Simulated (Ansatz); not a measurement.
Given:

Li:
```
Li
1.0
   -3.47725     3.47725     3.47725
    3.47725    -3.47725     3.47725
    3.47725     3.47725    -3.47725
Li
8
Direct
  0.00012   0.50000   0.00000
  0.50000   0.00000   0.50012
  0.00000   0.00012   0.50000
  0.99988   0.99988   0.99988
  0.49988   0.49988   0.49988
  0.00000   0.50012   0.50000
  0.50000   0.00000   0.00012
  0.50012   0.50000   0.00000
```

This is the r²SCAN-relaxed structure.

Question: All from DFT-r²SCAN in the program Ansatz with PAW potentials, unless another level is named. Predict the bulk modulus (Birch–Murnaghan fit).

Answer: 13.1 GPa.

Question: Predict the highest zone-centre frequency.

Answer: 332 cm⁻¹.

Space group Im-3m (bcc (W type)). The r²SCAN relaxation kept the symmetry of its start; of distortions, only those at the zone centre were tested. As this level gives no gap, phonon frequencies hold no LO–TO term and depend on the k-mesh and smearing (Fermi–Dirac, 0.1 eV here).

Potentials: the later of the program's two PAW sets.
